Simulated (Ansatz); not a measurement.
SrPd5:
```
CELL_PARAMETERS angstrom
      5.41081     0.00000     0.00000
     -2.70540     4.68590     0.00000
      0.00000     0.00000     4.39120
ATOMIC_POSITIONS crystal
  Pd 0.33333 0.66667 0.00000
  Pd 0.66667 0.33333 0.00000
  Pd 0.50000 0.00000 0.50000
  Pd 0.50000 0.50000 0.50000
  Pd 0.00000 0.50000 0.50000
  Sr 0.00000 0.00000 0.00000
```

Relaxed with r²SCAN.

**Question.** Give the Bader charges and basin volumes of the independent atoms, the program Ansatz at the r²SCAN level (PAW).

**Answer.** 

| atom | Bader charge (e) | Bader volume (Å³) |
|---|---|---|
| Pd1 | -0.30 | 18.1 |
| Pd3 | -0.28 | 19.1 |
| Sr6 | +1.44 | 17.8 |

Space group P6/mmm. The workflow started from an entry of the Crystallography Open Database (COD). Whether it is the stable phase at ambient conditions was not checked. The cell was relaxed with r²SCAN under the symmetry of its start; whether a distortion lowers the energy is not shown. No spin polarisation was allowed.

Potentials: the later of the program's two PAW sets.
